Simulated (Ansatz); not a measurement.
## Relaxing a structure of ZnSiP2

The relaxed structure here is a generated cell of ZnSiP2: the first start was made by placing the elements on the sites of a structure type, and the end was not matched to a known phase here, so it may be hypothetical.

The start is a generated cell, ZnSiP2 placed in the beta-NaFeO2 structure type. A full variable-cell relaxation at zero pressure is run with PBEsol (plane waves to 420 eV, PAW, scalar-relativistic; Ansatz, a quantum-chemistry and plane-wave program). First-step values are on the input's coarse k-mesh.

Ansatz input (later rounds restart from its end on a renewed k-mesh):
Ansatz 0.2 input:
```yaml
crystal:
  lattice:
    - [6.379623, 0, 0]
    - [0, 7.534131, 0]
    - [0, 0, 6.075497]
  atoms:
    - { symbol: Zn, position: [0.083, 0.625, 0] }
    - { symbol: Zn, position: [0.917, 0.375, 0.5] }
    - { symbol: Zn, position: [0.583, 0.875, 0] }
    - { symbol: Zn, position: [0.417, 0.125, 0.5] }
    - { symbol: Si, position: [0.078, 0.125, 0] }
    - { symbol: Si, position: [0.922, 0.875, 0.5] }
    - { symbol: Si, position: [0.578, 0.375, 0] }
    - { symbol: Si, position: [0.422, 0.625, 0.5] }
    - { symbol: P, position: [0.068, 0.112, 0.365] }
    - { symbol: P, position: [0.932, 0.888, 0.865] }
    - { symbol: P, position: [0.568, 0.388, 0.365] }
    - { symbol: P, position: [0.432, 0.612, 0.865] }
    - { symbol: P, position: [0.095, 0.64, 0.395] }
    - { symbol: P, position: [0.905, 0.36, 0.895] }
    - { symbol: P, position: [0.595, 0.86, 0.395] }
    - { symbol: P, position: [0.405, 0.14, 0.895] }
basis: { ecutwfc: 420, ecutrho_ratio: 4, xc_grid: 2, fft_grid_basis: typed }
kpoints: { mp_grid: { grid: [3, 3, 3] } }
hamiltonian:
  xc: pbesol
  dispersion: none
  pseudopotentials: { kind: paw }
scf: { occupations: { method: fermi_dirac, width: 0.05 } }
relax: { f_tol: 0.01, max_steps: 100, cell: { stress_tol: 0.02 } }
output: { forces: true, stress: true }
```

```json
{
  "initial_pressure": "+3.8 GPa (positive: the cell is compressed)",
  "largest_initial_force": "1.34 eV/Å, on P13, P14, P15, P16 (atoms numbered as listed)",
  "outcome": "The space group stays Pna2₁ (No. 33) (the run could not lower it), with 16 atoms in the primitive cell",
  "energy_released": "31 meV/atom",
  "volume_change": "+2.6 %, from 18.25 to 18.72 Å³/atom",
  "Shortest distances (start → end)": "The closest pairs of elements (up to four, under 3.6 Å), start → end: P–Si 2.17 → 2.24 Å; P–Zn 2.35 → 2.34 Å; P–P 3.56 → 3.62 Å",
  "band_gap_at_the_end": "1.36 eV, direct at Γ (no spin-orbit coupling)",
  "optimiser_moves": "5"
}
```

Final structure:

```cif
data_P8Si4Zn4
_chemical_formula_sum 'Zn4 Si4 P8'
_space_group_name_H-M_alt 'Pna21'
_space_group_IT_number 33
_space_group_name_Hall 'P 2c -2n'
_cell_length_a 6.43744
_cell_length_b 7.53218
_cell_length_c 6.17805
_cell_angle_alpha 90.000
_cell_angle_beta 90.000
_cell_angle_gamma 90.000
loop_
_atom_site_label
_atom_site_type_symbol
_atom_site_symmetry_multiplicity
_atom_site_Wyckoff_symbol
_atom_site_fract_x
_atom_site_fract_y
_atom_site_fract_z
_atom_site_occupancy
Zn1 Zn 4 a 0.08834 0.62350 0.00459 1
Si1 Si 4 a 0.07557 0.12626 0.00192 1
P1 P 4 a 0.07199 0.11994 0.36896 1
P2 P 4 a 0.09311 0.63040 0.38454 1
```

Final values are on a 4×4×5 k-mesh of the relaxed cell. No spin polarisation in the result.

The run could not lose the symmetry of its start: the end is stationary, and may be a saddle point rather than a minimum.
